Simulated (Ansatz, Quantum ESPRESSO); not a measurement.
**HfIn4SiO6: 3 runs at one level of theory**

```
CELL_PARAMETERS angstrom
5.69867 0.00381 0.01559
-0.70506 6.10815 -0.00575
-2.73718 -1.39557 6.63076
ATOMIC_POSITIONS crystal
Hf 0.11793 0.01556 0.13292
In 0.38842 0.99901 0.72891
In 0.75865 0.00842 0.49586
In 0.23461 0.48841 0.53300
In 0.59649 0.48211 0.20528
Si 0.86778 0.44029 0.85544
O 0.55316 0.38738 0.79290
O 0.93454 0.38483 0.65596
O 0.98414 0.26218 0.00347
O 0.99083 0.69806 0.98452
O 0.08665 0.06493 0.39374
O 0.48680 0.10883 0.21799
```

The cell comes from a database or a generator and needn't be the stable form of this composition.

Alike in all runs: task projected density of states; functional PBE; k mesh 5 × 5 × 4; occupations fermi-dirac, width 0.05 eV; no spin polarisation; no spin-orbit coupling. Pressure is positive in compression and, in plane waves, holds the error of the finite cutoff, which Ansatz's Pulay term estimates and takes out.

| program and potentials | plane-wave cutoff (eV) | notes | pressure (GPa) |
| --- | --- | --- | --- |
| Ansatz, Ansatz PAW | 420 | 9.83 valence electrons an atom on average; Pulay term of +0.34 GPa included | 0.01 |
| Ansatz, all-electron LAPW, scalar-relativistic | - | - | 0.00 |
| Quantum ESPRESSO, SSSP 1.3 efficiency PBE | 816 | 8.67 valence electrons an atom on average | -0.26 |

The pressure spans -0.26 (Quantum ESPRESSO, SSSP 1.3 efficiency PBE) to 0.01 GPa (Ansatz, Ansatz PAW), with all-electron results at 0.00.

The functional is the same throughout but for its coding, so the spread measures potentials, basis and numerics; runs on potential files found faulty are left out.
